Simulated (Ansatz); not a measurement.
Ansatz (a first-principles code) input:

Ansatz 0.2 input:
```yaml
crystal:
  lattice:
    - [0.0, 2.8007473151, 2.8007473151]
    - [2.8007473151, 0.0, 2.8007473151]
    - [2.8007473151, 2.8007473151, 0.0]
  atoms:
    - { symbol: Cl, position: [0.0, 0.0, 0.0] }
    - { symbol: Na, position: [0.5, 0.5, 0.5] }
kpoints:
  mp_grid: { grid: [9, 9, 9] }
hamiltonian:
  xc: pbesol
  pseudopotentials: { kind: paw }
scf:
  occupations: { method: fixed }
elastic: { mode: relaxed_ion, stencil: two_point, amplitude: 0.005, f_tol: 0.0005 }
```

Output (shortened):

```
Pseudopotential: Cl, paw, valence charge 7
Pseudopotential: Na, paw, valence charge 9
Functional definition: PBEsol
Crystal: 2 atoms, lattice volume = 43.939 Å³
Basis set: ecut = 420 eV, 869 PW (Γ), exchange–correlation on 54×54×54 points (8 copies of the dense FFT grid, shifted against one another)
Bands: 12, of which v1, the nominal top of the filled ones, is band 8 counted from 1 (7 counted from 0)
Symmetry: 48 space group operations
Space group: Fm-3m (ITA 225), of the structure as read, at distance tolerance 3.5e-5 Å
k-points: 35 of 729
SCF iter   1: F=—  HF=-2540.289517 eV  |F-HF|=—  |Δ(HF+E_count)|=         —  Δρ=2.81e-3  dr2=3.75e-3  ethr=1.77e-3  ⟨swp⟩=4.9  Hψ=2131  notcnv=0  defer=55
preconditioner: auto → none
SCF iter   2: F=—  HF=-2540.286850 eV  |F-HF|=—  |Δ(HF+E_count)|=   2.67e-3  Δρ=1.28e-3  dr2=9.29e-4  ethr=2.34e-5  ⟨swp⟩=2.8  Hψ=1016  notcnv=0  defer=68
SCF iter   3: F=—  HF=-2540.286823 eV  |F-HF|=—  |Δ(HF+E_count)|=   2.64e-5  Δρ=9.25e-4  dr2=5.40e-4  ethr=5.80e-6  ⟨swp⟩=2.0  Hψ=632  notcnv=0  defer=68
SCF iter   4: F=—  HF=-2540.286640 eV  |F-HF|=—  |Δ(HF+E_count)|=   1.83e-4  Δρ=2.49e-4  dr2=3.29e-5  ethr=3.37e-6  ⟨swp⟩=2.0  Hψ=581  notcnv=0  defer=68
SCF iter   5: F=—  HF=-2540.286659 eV  |F-HF|=—  |Δ(HF+E_count)|=   1.91e-5  Δρ=4.38e-5  dr2=1.52e-6  ethr=2.06e-7  ⟨swp⟩=2.0  Hψ=560  notcnv=0
SCF iter   6: F=—  HF=-2540.286663 eV  |F-HF|=—  |Δ(HF+E_count)|=   3.99e-6  Δρ=1.34e-5  dr2=1.42e-7  ethr=9.47e-9  ⟨swp⟩=2.0  Hψ=513  notcnv=0
SCF iter   7: F=—  HF=-2540.286663 eV  |F-HF|=—  |Δ(HF+E_count)|=   3.01e-8  Δρ=2.36e-6  dr2=4.45e-9  ethr=8.84e-10  ⟨swp⟩=2.0  Hψ=553  notcnv=0
SCF iter   8: F=—  HF=-2540.286663 eV  |F-HF|=—  |Δ(HF+E_count)|=   1.06e-9  Δρ=3.04e-7  dr2=6.97e-11  ethr=2.78e-11  ⟨swp⟩=2.0  Hψ=545  notcnv=0
SCF iter  10: F=-2540.286663 eV  HF=-2540.286663 eV  |F-HF|=0.00e0  |Δ(HF+E_count)|=    0.00e0  Δρ=1.44e-9  dr2=8.19e-16  ethr=1.00e-12  ⟨swp⟩=5.0  Hψ=1775  notcnv=0
SCF 1 converged in 10 iterations: F = -2540.286663 eV  dr2 = 8.19e-16
Crystal: 2 atoms, lattice volume = 43.719 Å³
Symmetry: 16 space group operations
k-points: 75 of 729
iter 1 solved again at ethr=2.16e-7 eV; its pass at ethr=3.10e-3 eV (dr2=3.46e-5 eV) is discarded
SCF iter   1: F=—  HF=-2540.286445 eV  |F-HF|=—  |Δ(HF+E_count)|=         —  Δρ=2.62e-4  dr2=3.45e-5  ethr=2.16e-7  ⟨swp⟩=2.9  Hψ=5630  notcnv=0  defer=149
preconditioner: auto → none
SCF iter   2: F=—  HF=-2540.286461 eV  |F-HF|=—  |Δ(HF+E_count)|=   1.57e-5  Δρ=1.17e-4  dr2=4.51e-6  ethr=2.15e-7  ⟨swp⟩=2.4  Hψ=1502  notcnv=0  defer=74
SCF iter   3: F=—  HF=-2540.286461 eV  |F-HF|=—  |Δ(HF+E_count)|=   1.05e-7  Δρ=3.61e-5  dr2=4.25e-7  ethr=2.82e-8  ⟨swp⟩=2.1  Hψ=1145  notcnv=0  defer=3
SCF iter   4: F=—  HF=-2540.286460 eV  |F-HF|=—  |Δ(HF+E_count)|=   1.18e-6  Δρ=5.31e-6  dr2=1.31e-8  ethr=2.66e-9  ⟨swp⟩=2.2  Hψ=1428  notcnv=0  defer=1
SCF iter   5: F=—  HF=-2540.286460 eV  |F-HF|=—  |Δ(HF+E_count)|=   1.16e-9  Δρ=1.48e-6  dr2=5.87e-10  ethr=8.21e-11  ⟨swp⟩=2.0  Hψ=1194  notcnv=0  defer=1
SCF iter   6: F=—  HF=-2540.286460 eV  |F-HF|=—  |Δ(HF+E_count)|=  5.61e-10  Δρ=1.37e-7  dr2=5.67e-12  ethr=3.67e-12  ⟨swp⟩=2.0  Hψ=1195  notcnv=0  defer=1
SCF iter   7: F=-2540.286460 eV  HF=-2540.286460 eV  |F-HF|=0.00e0  |Δ(HF+E_count)|=  1.27e-11  Δρ=1.21e-8  dr2=2.43e-14  ethr=1.00e-12  ⟨swp⟩=3.0  Hψ=3590  notcnv=0
SCF 2 converged in 7 iterations: F = -2540.286460 eV  dr2 = 2.43e-14
Crystal: 2 atoms, lattice volume = 44.159 Å³
iter 1 solved again at ethr=7.30e-11 eV; its pass at ethr=3.10e-3 eV (dr2=1.17e-8 eV) is discarded
SCF iter   1: F=—  HF=-2540.286458 eV  |F-HF|=—  |Δ(HF+E_count)|=         —  Δρ=5.64e-6  dr2=1.19e-8  ethr=7.30e-11  ⟨swp⟩=2.2  Hψ=5403  notcnv=0  defer=76
preconditioner: auto → none
SCF iter   2: F=—  HF=-2540.286490 eV  |F-HF|=—  |Δ(HF+E_count)|=   3.17e-5  Δρ=2.14e-6  dr2=1.28e-9  ethr=7.30e-11  ⟨swp⟩=2.0  Hψ=1500  notcnv=0  defer=76
SCF iter   3: F=—  HF=-2540.286490 eV  |F-HF|=—  |Δ(HF+E_count)|=  1.10e-10  Δρ=7.11e-7  dr2=1.25e-10  ethr=7.99e-12  ⟨swp⟩=2.9  Hψ=1705  notcnv=0  defer=76
SCF iter   4: F=—  HF=-2540.286490 eV  |F-HF|=—  |Δ(HF+E_count)|=  9.91e-11  Δρ=1.67e-7  dr2=5.02e-12  ethr=7.84e-13 (applied; sched 1.00e-12)  ⟨swp⟩=2.0  Hψ=1161  notcnv=0  defer=76
SCF iter   5: F=—  HF=-2540.286490 eV  |F-HF|=—  |Δ(HF+E_count)|=  6.37e-12  Δρ=2.43e-8  dr2=1.27e-13  ethr=3.14e-14 (applied; sched 1.00e-12)  ⟨swp⟩=2.1  Hψ=1458  notcnv=0  defer=76
SCF iter   6: F=-2540.286490 eV  HF=-2540.286490 eV  |F-HF|=0.00e0  |Δ(HF+E_count)|=    0.00e0  Δρ=6.05e-9  dr2=9.93e-15  ethr=1.00e-12  ⟨swp⟩=4.0  Hψ=3000  notcnv=0
SCF 3 converged in 6 iterations: F = -2540.286490 eV  dr2 = 9.93e-15
Crystal: 2 atoms, lattice volume = 43.939 Å³
Symmetry: 8 space group operations
k-points: 125 of 729
iter 1 solved again at ethr=8.15e-8 eV; its pass at ethr=3.10e-3 eV (dr2=1.30e-5 eV) is discarded
SCF iter   1: F=—  HF=-2540.286586 eV  |F-HF|=—  |Δ(HF+E_count)|=         —  Δρ=1.38e-4  dr2=2.90e-6  ethr=8.15e-8  ⟨swp⟩=3.0  Hψ=9508  notcnv=0  defer=250
preconditioner: auto → none
SCF iter   2: F=—  HF=-2540.286620 eV  |F-HF|=—  |Δ(HF+E_count)|=   3.40e-5  Δρ=6.94e-5  dr2=7.74e-7  ethr=1.81e-8  ⟨swp⟩=1.6  Hψ=1662  notcnv=0  defer=55
SCF iter   3: F=—  HF=-2540.286621 eV  |F-HF|=—  |Δ(HF+E_count)|=   9.57e-7  Δρ=2.44e-6  dr2=1.55e-9  ethr=4.84e-9  ⟨swp⟩=2.1  Hψ=1811  notcnv=0  defer=1
SCF iter   4: F=—  HF=-2540.286621 eV  |F-HF|=—  |Δ(HF+E_count)|=  4.95e-10  Δρ=1.05e-6  dr2=2.34e-10  ethr=9.66e-12  ⟨swp⟩=2.0  Hψ=2479  notcnv=0  defer=1
SCF iter   5: F=—  HF=-2540.286621 eV  |F-HF|=—  |Δ(HF+E_count)|=  1.14e-10  Δρ=1.47e-7  dr2=5.29e-12  ethr=1.46e-12  ⟨swp⟩=2.1  Hψ=2416  notcnv=0  defer=1
SCF iter   6: F=—  HF=-2540.286621 eV  |F-HF|=—  |Δ(HF+E_count)|=  1.36e-12  Δρ=4.93e-8  dr2=1.40e-12  ethr=3.30e-14 (applied; sched 1.00e-12)  ⟨swp⟩=2.0  Hψ=2375  notcnv=0  defer=1
SCF iter   7: F=-2540.286621 eV  HF=-2540.286621 eV  |F-HF|=4.55e-13  |Δ(HF+E_count)|=  4.55e-13  Δρ=7.33e-9  dr2=7.52e-15  ethr=1.00e-12  ⟨swp⟩=3.0  Hψ=5286  notcnv=0
SCF 4 converged in 7 iterations: F = -2540.286621 eV  dr2 = 7.52e-15
Crystal: 2 atoms, lattice volume = 43.939 Å³
iter 1 solved again at ethr=3.63e-12 eV; its pass at ethr=3.10e-3 eV (dr2=5.81e-10 eV) is discarded
SCF iter   1: F=—  HF=-2540.286590 eV  |F-HF|=—  |Δ(HF+E_count)|=         —  Δρ=2.04e-6  dr2=5.87e-10  ethr=3.63e-12  ⟨swp⟩=3.0  Hψ=9416  notcnv=0  defer=131
preconditioner: auto → none
SCF iter   2: F=—  HF=-2540.286621 eV  |F-HF|=—  |Δ(HF+E_count)|=   3.10e-5  Δρ=1.16e-6  dr2=2.50e-10  ethr=3.63e-12  ⟨swp⟩=3.3  Hψ=3066  notcnv=0  defer=131
SCF iter   3: F=—  HF=-2540.286621 eV  |F-HF|=—  |Δ(HF+E_count)|=  6.32e-11  Δρ=6.71e-7  dr2=6.89e-11  ethr=1.56e-12  ⟨swp⟩=2.0  Hψ=1875  notcnv=0  defer=131
SCF iter   4: F=—  HF=-2540.286621 eV  |F-HF|=—  |Δ(HF+E_count)|=  1.33e-10  Δρ=1.03e-7  dr2=2.09e-12  ethr=4.31e-13 (applied; sched 1.00e-12)  ⟨swp⟩=2.0  Hψ=2498  notcnv=0  defer=131
SCF iter   5: F=—  HF=-2540.286621 eV  |F-HF|=—  |Δ(HF+E_count)|=  4.55e-13  Δρ=6.79e-8  dr2=1.10e-12  ethr=1.31e-14 (applied; sched 1.00e-12)  ⟨swp⟩=3.0  Hψ=2500  notcnv=0  defer=131
SCF iter   6: F=—  HF=-2540.286621 eV  |F-HF|=—  |Δ(HF+E_count)|=    0.00e0  Δρ=3.39e-8  dr2=1.80e-13  ethr=6.85e-15 (applied; sched 1.00e-12)  ⟨swp⟩=2.8  Hψ=2266  notcnv=0  defer=131
SCF iter   7: F=-2540.286621 eV  HF=-2540.286621 eV  |F-HF|=0.00e0  |Δ(HF+E_count)|=    0.00e0  Δρ=9.90e-9  dr2=1.53e-14  ethr=1.00e-12  ⟨swp⟩=4.0  Hψ=4279  notcnv=0
SCF 5 converged in 7 iterations: F = -2540.286621 eV  dr2 = 1.53e-14
SCF converged after 10 iterations
Free energy (F): -2540.286663 eV
Harris-Foulkes:  -2540.286663 eV  (|F-HF|=0.00e0)
Internal energy: -2540.286663 eV  (E = F + TS)
E sigma→0 (E₀):  -2540.286663 eV
Fermi energy:    1.205379 eV
--- Per-component energies (eV) ---
  E_band       = -231.417220
  E_kinetic    = 282.629834
  E_local      = -1519.252762  (includes V_loc(G=0)·N_el)
  E_nonlocal   = 144.823663
  E_hartree    = 534.295009
  E_xc         = -145.003439
  E_vxc        = -171.861084  (∫ρ·V_xc dr)
  E_paw        = -895.323287  (= ΣΔE_a)
  E_vpaw       = -36.346968  (= ΣTr[D̂ρ^β])
  E_aug_tail   = 0.000080  (compensation charges beyond the density's cutoff)
  E_ewald      = -942.588886
  E_core_change = 0.133126  (= ΣΔE_core)
  E_smearing   =  0.000000  (= −TS)
  E_closure    =  0.000000  (closes the sum)
  Σ components = -2540.286663   (vs F -2540.286663, Δ=0.00e0)
  [band-id]    e_kinetic+e_local+e_nonlocal+2·e_hartree+e_vxc+e_vpaw+e_augmentation_tail = -231.417221   (vs E_band -231.417220, Δ=-7.67e-7)
--- Forces (eV/Å), atoms counted from 1 ---
  atom   1  Cl     0.00000000     0.00000000     0.00000000
  atom   2  Na     0.00000000     0.00000000     0.00000000
  max |Σ_I F_I| component: 0.0 eV/Å
--- Stress (GPa, compression-positive) ---
        0.007721       0.000000       0.000000
        0.000000       0.007721       0.000000
        0.000000       0.000000       0.007721
  P = ⅓ Tr σ = 0.0077 GPa (0.077 kbar)
--- Band table (eV; the first three rows and the last of 35) ---
  k-point 0: bands = ["-47.3356", "-19.4142", "-19.4142", "-19.4142", "-11.4833", "1.2054", "1.2054", "1.2054", "6.2170", "12.1198", "12.1198", "12.1198"]
  k-point 1: bands = ["-47.3355", "-19.4182", "-19.4145", "-19.4145", "-11.4429", "0.8869", "1.1706", "1.1706", "6.6316", "11.6680", "12.2814", "12.2814"]
  k-point 2: bands = ["-47.3353", "-19.4282", "-19.4152", "-19.4152", "-11.3382", "0.2167", "1.0850", "1.0850", "7.4990", "11.1144", "12.4516", "12.4516"]
  k-point 34: bands = ["-47.3344", "-19.4330", "-19.4287", "-19.4241", "-11.0566", "-0.1969", "0.0666", "0.4829", "10.0091", "10.4741", "10.8188", "12.7923"]
--- Elastic constants: 2 strain directions × 2 members + reference (group order 48) ---
  dense FFT box of the reference and of every strained cell: 27×27×27
  strains applied: 11, 23; error gains: componentwise 1.00 (the most a stress slope's error grows in a printed constant), spectral 1.73 (1 for all six strains …
  C = ∂σ_k/∂η_j (tension-positive GPa; Voigt order 11 22 33 23 13 12):
        54.855     11.422     11.422      0.000      0.000      0.000
        11.422     54.855     11.422      0.000      0.000      0.000
        11.422     11.422     54.855      0.000      0.000      0.000
         0.000      0.000      0.000     12.051      0.000      0.000
         0.000      0.000      0.000      0.000     12.051      0.000
         0.000      0.000      0.000      0.000      0.000     12.051
  reference stress σ⁰ (GPa):     -0.008     -0.008     -0.008      0.000      0.000      0.000
  C* (energy form; C + prestress term) asymmetry max|C*_kj − C*_jk| = 3.553e-15 GPa — a small one proves nothing (zero by symmetry where the batch's group is …
  moduli (Voigt/Reuss/Hill, GPa): K = 25.90/25.90/25.90   G = 15.92/14.66/15.29   E = 38.33   ν = 0.253
  mechanically stable: yes (min eigenvalue of sym C = 12.05 GPa)
  where every solve meets its electron count the energy-path curvature estimates C_jj along a normal strain and C_jj − ¼(σ⁰_aa + σ⁰_bb) along a shear (ab), of …
  strain η (Voigt 11):  stress-route row diagonal C_11 = 54.86 GPa, energy-path curvature d²(F+E_count+ΔE)/dδ²/Ω₀ = 54.84 GPa
         δ    σ_11 (GPa)             F (eV)   n_scf  n_hpsi   n_pw
    -5.000e-3      -0.2913       -2540.2864601       7   16590    881   relax 0 steps, max|allowed force component| 0.0 eV/Å
     5.000e-3       0.2572       -2540.2864896       6   15133    889   relax 0 steps, max|allowed force component| 0.0 eV/Å
  strain η (Voigt 23):  stress-route row diagonal C_44 = 12.05 GPa, energy-path curvature d²(F+E_count+ΔE)/dδ²/Ω₀ = 12.05 GPa
         δ    σ_23 (GPa)             F (eV)   n_scf  n_hpsi   n_pw
    -5.000e-3      -0.0603       -2540.2866213       7   27039    885   relax 0 steps, max|allowed force component| 0.0 eV/Å
     5.000e-3       0.0603       -2540.2866213       7   27402    885   relax 0 steps, max|allowed force component| 0.0 eV/Å
```

Cost: roughly 7 core-seconds on shared cores.

Symmetry was held in the PBEsol relaxation; phonons on a q-mesh show no instability.

Potentials: the later of the program's two PAW sets.

Ansatz is a plane-wave DFT program.
